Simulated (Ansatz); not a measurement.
TePb:
```cif
data_PbTe
_chemical_formula_sum 'Te1 Pb1'
_space_group_name_H-M_alt 'P 1'
_space_group_IT_number 1
_cell_length_a 4.62061
_cell_length_b 4.62061
_cell_length_c 4.62061
_cell_angle_alpha 60.000
_cell_angle_beta 60.000
_cell_angle_gamma 60.000
loop_
_space_group_symop_operation_xyz
  'x, y, z'
loop_
_atom_site_label
_atom_site_type_symbol
_atom_site_fract_x
_atom_site_fract_y
_atom_site_fract_z
_atom_site_occupancy
Te1 Te 0.00000 0.00000 0.00000 1
Pb1 Pb 0.50000 0.50000 0.50000 1
```

Relaxed with r²SCAN. DFT-r²SCAN in the program Ansatz with PAW potentials gives a gap of 1.09 eV.

Q: What gap does HSE06 give on the same cell (Ansatz, PAW)?

A: 1.20 eV, 0.11 eV more. The hybrid was solved on a coarser mesh and at special points; its gap is the smallest among all of these.

```csv
k,v1 r²SCAN,c1 r²SCAN,v1 HSE06,c1 HSE06
Γ,-1.36,4.31,(withheld),(withheld)
X,-2.77,3.73,(withheld),(withheld)
L,0.00,1.09,0.00,1.20
W,-0.39,1.93,(withheld),(withheld)
K,-2.03,3.84,(withheld),(withheld)
```

Q: Top valence (v1) and lowest conduction level (c1) in eV from each method's valence maximum (which need not be a listed point): supply the withheld HSE06 values.

A: 
- K, v1 HSE06: -2.17
- K, c1 HSE06: 4.11
- X, v1 HSE06: -2.97
- X, c1 HSE06: 3.85
- W, v1 HSE06: -0.41
- W, c1 HSE06: 2.15
- Γ, v1 HSE06: -1.44
- Γ, c1 HSE06: 4.71

Cost on shared cores: the r²SCAN run (SCF on a 7×7×7 mesh, then bands and DOS) about 24 core-seconds (a rough figure), the HSE06 run (SCF on 6×6×6, then a few points) about 2.6 core-minutes (a rough figure); the tasks are unlike.

Space group Fm-3m (rock salt). The r²SCAN relaxation kept the symmetry of its start; of distortions, only those at the zone centre were tested. Scalar-relativistic: spin–orbit coupling is off unless named, which matters more the heavier the elements.

Potentials: the later of the program's two PAW sets.
